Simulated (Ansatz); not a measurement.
# Computed properties of Fe3Ni

Fe3Ni:
```
Fe3Ni
1.0
    3.59900     0.00000     0.00000
    0.00000     3.59900     0.00000
    0.00000     0.00000     3.59900
Fe Ni
3 1
Cartesian
  0.00000   1.79950   1.79950
  1.79950   0.00000   1.79950
  1.79950   1.79950   0.00000
  0.00000   0.00000   0.00000
```
The run is spin-polarised; directions of the spins, atom by atom: ↑ ↑ ↑ ↑.

Space group Pm-3m (No. 221), Cu3Au type; conventional cell a = b = c = 3.599 Å, α = β = γ = 90.00°.

Method: r²SCAN in the plane-wave PAW code Ansatz. Geometry: relaxed at this level of theory. Other levels are named where they apply.

Cell and energy:

```yaml
volume_per_atom: 11.65 Å³
density: 8.06 g/cm³
Formation energy from the elements (no fitted shifts): 0.019 eV/atom
```

Electronic structure:

```yaml
electronic_character: metallic (no gap)
Density of states at the Fermi level: 0.97 states/eV per atom (mean over ±0.08 eV)
```

Magnetism:

```yaml
magnetic_order: ferromagnetic
net_moment: 2.29 μB per atom
```

Mechanics:

```yaml
Bulk modulus (Birch–Murnaghan fit): 178 GPa
Pressure derivative B′: 3.4
```

Charges:

```yaml
bader_charges: Fe +0.16, Ni -0.49 e
```

The first step of the workflow began from a Materials Project structure, measured or hypothetical; the Crystallography Open Database copy checked does not list it. Its standing as an ambient phase is unchecked. The r²SCAN relaxation kept the symmetry of its start; its stability against distortions is not shown here. Magnetic state: ferromagnetic, chosen from 5 collinear starts compared on coarse meshes (ties went to the first, and starts can fall back to one state), not a proven ground state. Other orbital occupations within this spin state were not tried. For itinerant 3d metals, meta-GGAs of the SCAN family and hybrids are commonly reported to give too large moments. The references are the lowest solids computed at this level, not always the standard phases.

Potentials: the later of the program's two PAW sets.
